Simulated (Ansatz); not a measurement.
Optical constants of TiSn

Level of theory: DFT PBEsol, scalar-relativistic, plane waves, PAW in Ansatz 0.2.0. Settings: 420 eV plane-wave cutoff, Γ-centred 14×14×14 mesh, Fermi-Dirac smearing of 0.15 eV. No spin polarisation.

Equilibrium structure at this level:
```
Ti Sn
1.0
     0.00000    2.76186    2.76186
     2.76186    0.00000    2.76186
     2.76186    2.76186    0.00000
Ti Sn
1 1
Direct
  0.00000 0.00000 0.00000
  0.50000 0.50000 0.50000
```

The cell was built by swapping an element in a database structure (itself possibly hypothetical) and relaxing; it need not be the stable form of this composition. In a metal these results depend on the k mesh and the smearing. Spin–orbit coupling is left out, which matters for heavy elements.

Independent-particle response (no local fields, no excitons) on a 22×22×22 mesh, broadened by 0.1 eV; the Drude term is undamped and its weight carries the smearing above, which sets much of it in a semimetal. The run couldn't bound its error over part or most of this range, so small peaks and near ties are unsure. Light polarised along x. ε₁ lacks the small share of bands above those solved.

Task: Tabulate ε₁ and ε₂ against photon energy.

Result:
```
E (eV)      ε₁     ε₂
   0.3  -48.84  58.43
   0.8   11.47  41.83
   1.3    0.34  28.73
   1.8    2.25  19.90
   2.3    1.13  19.47
   2.8    0.79  18.62
   3.3    0.56  19.92
   3.8   -5.90  13.07
   4.3   -3.90   8.87
   4.8   -2.80   9.31
   5.3   -3.89   6.84
   5.8   -4.34   6.86
   6.3   -3.26   4.41
   6.8   -2.52   3.67
   7.3   -0.41   3.18
   7.8   -1.58   6.28
   8.3   -3.38   4.45
   8.8   -3.72   2.77
   9.3   -2.92   1.82
   9.8   -2.37   1.53
  10.3   -2.04   1.20
  10.8   -1.74   0.96
```

Task: Where is the highest local maximum of ε₂ between 0.3 and 11 eV?

Result: At 0.9 eV, where ε₂ = 43.2.